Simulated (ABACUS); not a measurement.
# Parameter sweep on InP (F-43m, 2 atoms in the cell; from Materials Project mp-20351, lattice scaled a little)

```
InP
1.0
    0.00000     2.96437     2.96437
    2.96437     0.00000     2.96437
    2.96437     2.96437     0.00000
In P
1 1
Direct
  0.00000   0.00000   0.00000
  0.25000   0.25000   0.25000
```

Base run A: PBE, PseudoDojo 0.5 standard norm-conserving PBE (tails mended) pseudopotentials (ABACUS), self-consistent single point.

Its settings: KPT = MP 5 5 5 0 0 0; basis_type = pw; ecutwfc = 70 Ry; smearing_method = fd; smearing_sigma = 0.00367493 Ry; potentials = PseudoDojo 0.5 standard norm-conserving PBE (tails mended); symmetry = 1; ks_solver = cg; scf_nmax = 100; scf_thr = 1.0e-09 Ry; mixing_type = broyden; mixing_beta = 0.7.

The structure comes from a collection of computed structures, made at another level of theory; the collection holds predicted forms beside known ones. Its lattice was then scaled.

ΔF is the free energy per atom less that of run A. 

A variant of run A gave: the free energy rises by 36.9 meV/atom and the pressure goes from 1.04 to 1.19 GPa.

**Question.** Which change was made?
A) KPT: MP 5 5 5 0 0 0 → Gamma 3 3 3 0.5 0.5 0.5
B) KPT: MP 5 5 5 0 0 0 → Gamma 4 4 4 0 0 0
C) KPT: MP 5 5 5 0 0 0 → Gamma 5 5 5 0.5 0.5 0.5
D) KPT: MP 5 5 5 0 0 0 → MP 3 3 3 0 0 0

**Answer.** B, KPT: MP 5 5 5 0 0 0 → Gamma 4 4 4 0 0 0. That run gave: ΔF (meV/atom) 36.9; pressure (GPa) 1.19; k-points 8.

The base and the other variants:

```csv
KPT,ΔF (meV/atom),pressure (GPa),k-points
MP 5 5 5 0 0 0,0.00,1.04,10
Gamma 2 2 2 0 0 0,873.4,4.81,3
MP 2 2 2 0 0 0,30.9,1.24,2
MP 3 3 3 0 0 0,177.9,1.78,4
Gamma 3 3 3 0.5 0.5 0.5,-12.8,1.03,6
MP 4 4 4 0 0 0,-17.0,1.03,10
Gamma 5 5 5 0.5 0.5 0.5,-17.7,1.03,19
Gamma 5 5 5 0 0 0.5,-17.7,1.03,19
```

“Tails mended”: in these copies of the files the far tail of each local potential was reset to the Coulomb form.
